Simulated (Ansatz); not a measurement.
## Phonons of TiN (Fm-3m)

```xyz
2
Lattice="0.0000 2.1021 2.1021 2.1021 0.0000 2.1021 2.1021 2.1021 0.0000" Properties=species:S:1:pos:R:3 pbc="T T T"
Ti    0.0000    0.0000    0.0000
N     2.1021    2.1021    2.1021
```

Conventional cell: a = 4.204 Å, b = 4.204 Å, c = 4.204 Å, α = 90.00°, β = 90.00°, γ = 90.00°. Ti (atom 1) has 6 N at 2.10 Å as nearest neighbours. N (atom 2) has 6 Ti at 2.10 Å as nearest neighbours.

Computed, not measured; unless marked otherwise by PBEsol, all-electron LAPW in Ansatz 0.2.0, scalar-relativistic. k mesh 14×14×14, Fermi-Dirac smearing of 0.050 eV, basis error target 1 meV/atom. The cell was relaxed by PAW under this functional.

Atoms are displaced by 0.01 Å in the smallest supercells that hold the wave vectors of a 2×2×2 mesh. Negative values stand for unstable modes.

**Question.** What are the phonon energies at the solved wave vectors, in meV?

**Answer.** 

```json
{"q": "0.000 0.000 0.000", "point": "Gamma", "modes (meV)": "66.32 (×3)"}
{"q": "0.500 0.000 0.000", "point": "L", "modes (meV)": "23.79 (×2), 28.88, 67.90 (×2), 74.24"}
{"q": "0.500 0.500 0.000", "point": "X", "modes (meV)": "32.78 (×2), 38.75, 66.83 (×2), 69.91"}
```

**Question.** Is the structure dynamically stable at these wave vectors?

**Answer.** Yes, no mode is unstable there; wave vectors off this mesh aren't tested.

**Question.** How do the optical zone-centre modes decompose, and which are active?

**Answer.** Point group m-3m: Γ_opt = T1u.

| label | meV | activity | mostly |
| --- | --- | --- | --- |
| T1u | 66.32 | IR | N (77 %) |

In a metal the activity is that of symmetry alone; free carriers screen the infrared modes.

**Question.** How well do frozen-core PAW files reproduce these all-electron values?

**Answer.** With a cutoff of 420 eV and displacements of 0.0025 Å, the r.m.s. difference over the modes is 0.4 cm⁻¹; the largest difference is 231.8 (PAW) against 233.0 cm⁻¹ (LAPW).

**Question.** The cell is scaled evenly to 18.020 and 19.135 Å³ (from 18.577), with free atoms relaxed and the shape held. What are the mode Grüneisen parameters γ = −d ln ω/d ln V?

**Answer.** For the highest mode, 625.9 cm⁻¹ in the small cell and 573.0 in the large one give γ ≈ 1.47. From the change of the dynamical matrix on each mode:

| point | cm⁻¹ | γ |
| --- | --- | --- |
| Gamma | 534.9 | 2.08 |
| L | 191.8 | 3.30 |
| L | 233.0 | 2.50 |
| L | 547.6 | 1.70 |
| L | 598.8 | 1.47 |
| X | 264.4 | 1.05 |
| X | 312.6 | 1.61 |
| X | 539.1 | 1.94 |
| X | 563.9 | 1.70 |

Weighted by the modes' heat capacities at 300 K, the mean on this mesh is 2.08; it moves with the q mesh, and a coarse one overweights the zone boundary.

Limits of these numbers: responses of metals move with mesh and smearing; the frozen-core PAW files of the compared runs were fitted under PBE, their cores solved anew for this functional.
